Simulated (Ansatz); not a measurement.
Si$_{3}$N$_{4}$:
```
Si3N4
1.0
    7.66320     0.00000     0.00000
   -3.83160     6.63653     0.00000
    0.00000     0.00000     2.92626
Si N
6 8
Direct
  0.23110   0.82500   0.75000
  0.76890   0.17500   0.25000
  0.40610   0.23110   0.25000
  0.59390   0.76890   0.75000
  0.17500   0.40610   0.75000
  0.82500   0.59390   0.25000
  0.33333   0.66667   0.75000
  0.66667   0.33333   0.25000
  0.96917   0.67000   0.75000
  0.03083   0.33000   0.25000
  0.29917   0.96917   0.25000
  0.70083   0.03083   0.75000
  0.33000   0.29917   0.75000
  0.67000   0.70083   0.25000
```

Relaxed with PBE. Special points in fractions of this cell's reciprocal vectors: Γ (0.000, 0.000, 0.000); M (0.500, 0.000, 0.000); K (0.333, 0.333, 0.000); A (0.000, 0.000, 0.500); L (0.500, 0.000, 0.500); H (0.333, 0.333, 0.500).

Task: List the band energies nearest the valence-band maximum at these points for DFT-PBE in the program Ansatz with PAW potentials.

Result: In eV from the valence-band maximum; about four levels below and three above (degenerate sets whole), none deeper than 8.9 eV; points with the same levels are listed once.

| k | below | above |
|---|---|---|
| Γ | -1.26 -1.26 -0.45 -0.40 -0.20 | 4.25 4.57 4.78 4.78 |
| M | -1.33 -0.77 -0.33 -0.25 | 4.51 4.62 4.78 |
| K | -1.13 -1.13 -0.28 -0.28 | 4.60 4.75 4.75 |
| A | -1.59 -1.59 -1.59 -1.59 -1.31 -1.31 | 4.64 4.64 4.64 4.64 |
| L | -1.47 -1.47 -1.03 -1.03 | 4.69 4.69 5.76 5.76 |
| H | -1.37 -1.37 -1.09 -1.09 | 4.91 4.91 5.78 5.78 |

Space group P6_3/m. The cell was relaxed with PBE under the symmetry of its start.

Potentials: the earlier of the program's two PAW sets.
